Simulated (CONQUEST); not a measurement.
Set-up for a self-consistent single point of CdSe (F-43m, 8 atoms in the cell; from Materials Project mp-2691, changed as shown).

```
CELL_PARAMETERS angstrom
      6.01773     0.00000     0.00000
      0.00000     6.01773     0.00000
      0.00000     0.00000     6.01773
ATOMIC_POSITIONS crystal
  Cd 0.00000 0.00000 0.00000
  Cd 0.00000 0.50000 0.50000
  Cd 0.50000 0.00000 0.50000
  Cd 0.50000 0.50000 0.00000
  Se 0.25000 0.25000 0.25000
  Se 0.25000 0.75000 0.75000
  Se 0.75000 0.25000 0.75000
  Se 0.75000 0.75000 0.25000
```

Method: PBE, numerical atomic orbitals double-zeta with polarisation (the shipped basis), PseudoDojo norm-conserving potentials made for PBE in CONQUEST.

CONQUEST settings:

* **basis**: DZP
* **Diag.MPMeshX, Y, Z**: 4 4 4
* **potentials**: PseudoDojo norm-conserving PBE
* **Grid.GridCutoff**: 140 Ha
* **DM.SolutionMethod**: diagon
* **Diag.kT**: 0.001837 Ha
* **Diag.GammaCentred**: true
* **minE.SCTolerance**: 1.0e-07
* **SC.MaxIters**: 100
* **SC.LinearMixingFactor**: 0.5
* **AtomMove.TypeOfRun**: static

Results:

* **Number of valence electrons**: 144
* **Number of bands**: 148
* **Number of k-points after the program's reduction**: 51
* **Size of the basis**: 148
* **Number of SCF iterations**: 7
* **FFT grid**: 64 × 64 × 64
* **Free energy E − TS**: -32282.5271 eV
* **Top of the valence band (on the code's own zero)**: -4.88 eV
* **Gap on the k-point mesh**: 0.87 eV
* **Pressure**: 5.73 GPa

Stress (GPa, positive for compression):
```
5.73  0.00  0.00
0.00  5.73  0.00
0.00  0.00  5.73
```

Gaps are taken between levels on the mesh.

For comparison: a first run was changed to give this one (lattice scaled by 0.98), and from it to this one the free energy rises by 40.0 meV/atom, the pressure goes from 2.02 to 5.73 GPa and the gap on the mesh goes from 0.714 to 0.869 eV.

The program uses no crystal symmetry, so grid and mesh can part values that symmetry would make equal. The atom-centred basis is finite, which shifts total energies, pressures and gaps against plane waves. The structure comes from a collection of computed structures, made at another level of theory; the collection holds predicted forms beside known ones.

Cost on one core: around 50 core-seconds (rough).
